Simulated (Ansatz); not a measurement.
An Ansatz (an electronic-structure program) run. Input:

Ansatz 0.2 input:
```yaml
crystal:
  lattice:
    - [1.3730513195, 0.7927315489, 9.0304971544]
    - [-1.3730513195, 0.7927315489, 9.0304971544]
    - [0.0, -1.5854630978, 9.0304971544]
  atoms:
    - { symbol: V, position: [0.0, 0.0, 0.0] }
    - { symbol: Pt, position: [0.2561732313, 0.2561732313, 0.2561732313] }
    - { symbol: Pt, position: [0.7438267687, 0.7438267687, 0.7438267687] }
    - { symbol: Pt, position: [0.5, 0.5, 0.5] }
kpoints:
  mp_grid: { grid: [17, 17, 17] }
hamiltonian:
  xc: r2scan
  pseudopotentials: { kind: paw }
scf:
  occupations: { method: gaussian, width: 0.1 }
checkpoint: { read: metal.run }
output: { write_density: true, elf: true, volumetric_format: npy }
basis: { fft_grid_basis: typed }
```

Output (shortened):

```
Pseudopotential: V, paw, valence charge 13
Pseudopotential: Pt, paw, valence charge 18
Functional definition: r2SCAN
Crystal: 4 atoms, lattice volume = 58.976 Å³
Basis set: ecut = 500 eV, 1443 PW (Γ), exchange–correlation on 288×288×288 points (64 copies of the dense FFT grid, shifted against one another)
Bands: 41, of which v1, the nominal top of the filled ones, is band 34 counted from 1 (33 counted from 0)
Symmetry: 12 space group operations
Space group: R-3m (ITA 166), of the structure as read, at distance tolerance 3.9e-5 Å
k-points: 489 of 4913
Stability of the state it starts from, as read at its close in the unpolarized treatment …
iter 1 solved again at ethr=6.06e-8 eV; its pass at ethr=3.10e-3 eV (dr2=4.06e-5 eV) is discarded
SCF iter   1: F=—  HF=-40528.806270 eV  |F-HF|=—  |Δ(HF+E_count)|=         —  Δρ=7.38e-7  dr2=1.09e-9  dr2_τ=3.36e-11  ethr=6.06e-8  ⟨swp⟩=4.0  Hψ=118790  notcnv=0
preconditioner: auto → Kerker (q_TF=auto, 2.787 Å⁻¹)
SCF iter   2: F=-40528.806270 eV  HF=-40528.806270 eV  |F-HF|=1.29e-9  |Δ(HF+E_count)|=   1.56e-7  Δρ=8.09e-7  dr2=1.37e-9  dr2_τ=5.18e-11  ethr=1.63e-12  ⟨swp⟩=5.9  Hψ=70992  notcnv=0
SCF 1 converged in 2 iterations: F = -40528.806270 eV  dr2 = 1.37e-9
SCF converged after 2 iterations
Free energy (F): -40528.806270 eV
Harris-Foulkes:  -40528.806270 eV  (|F-HF|=1.29e-9)
Internal energy: -40528.790280 eV  (E = F + TS)
E sigma→0 (E₀):  -40528.798275 eV
Entropy (-TS):   -0.015990 eV (-3.998 meV/atom)
Fermi energy:    21.772485 eV
--- Per-component energies (eV) ---
  E_band       = -628.558261
  E_kinetic    = 2251.706022
  E_local      = -5406.537877  (includes V_loc(G=0)·N_el)
  E_nonlocal   = 557.949644
  E_hartree    = 2094.162503
  E_xc         = -878.979700
  E_vxc        = -1200.132322  (∫ρ·V_xc dr)
  E_paw        = -29560.279596  (= ΣΔE_a)
  E_vpaw       = -1097.266382  (= ΣTr[D̂ρ^β])
  E_aug_tail   = 0.000599  (compensation charges beyond the density's cutoff)
  E_vtau       = 77.397036  (kinetic-family band-sum trace: ∫τ·v_τ [+ j·A + Jᵃ·Aᵃ] dr)
  E_ewald      = -9585.851611
  E_core_change = -0.960264  (= ΣΔE_core)
  E_smearing   = -0.015990  (= −TS)
  E_closure    = 0.000000  (closes the sum)
  Σ components = -40528.806270   (vs F -40528.806270, Δ=0.00e0)
  [band-id]    e_kinetic+e_local+e_nonlocal+2·e_hartree+e_vxc+e_vpaw+e_augmentation_tail+e_vtau = -628.558273   (vs E_band -628.558261, Δ=-1.23e-5)
--- Band table (eV; the first three rows and the last of 489) ---
  k-point 0: bands = ["-79.1426", "-79.1425", "-78.5761", "-45.4163", "-32.8535", "-32.8304", "-32.5165", "-32.5165", "-32.5160", "-32.5160", "-32.0538", "-32.0530", "-32.0530", "-18.1877", "-17.7608", "-17.7608", "11.6334", "13.0497", "13.8112", "15.4776", …
  k-point 1: bands = ["-79.1416", "-79.1415", "-78.5751", "-45.4133", "-32.8510", "-32.8288", "-32.5314", "-32.5313", "-32.5201", "-32.5197", "-32.0678", "-32.0566", "-32.0522", "-18.1851", "-17.7797", "-17.7651", "11.7689", "13.1830", "13.9411", "15.5550", …
  k-point 2: bands = ["-79.1388", "-79.1387", "-78.5723", "-45.4045", "-32.8438", "-32.8241", "-32.5748", "-32.5739", "-32.5306", "-32.5302", "-32.1099", "-32.0669", "-32.0476", "-18.1774", "-17.8338", "-17.7775", "12.1625", "13.5623", "14.3079", "15.7636", …
  k-point 488: bands = ["-79.1416", "-79.1415", "-78.5751", "-45.4133", "-32.8449", "-32.8350", "-32.5315", "-32.5312", "-32.5201", "-32.5197", "-32.0678", "-32.0566", "-32.0521", "-18.1851", "-17.7797", "-17.7651", "12.1507", "12.4987", "14.1071", "15.4714", …
```

Cost: very roughly 70 core-seconds on shared cores.

The workflow started from a Materials Project entry (that database holds measured and hypothetical structures alike); the Crystallography Open Database copy checked does not list it. COD files the formula under space group No. 139, 221. Its standing as an ambient phase is unchecked. The r²SCAN relaxation kept the symmetry of its start; whether a distortion lowers the energy is not shown. No spin polarisation was allowed. Scalar-relativistic: spin–orbit coupling is off unless named, which matters more the heavier the elements.

Potentials: the later of the program's two PAW sets.

Ansatz is a plane-wave DFT program.
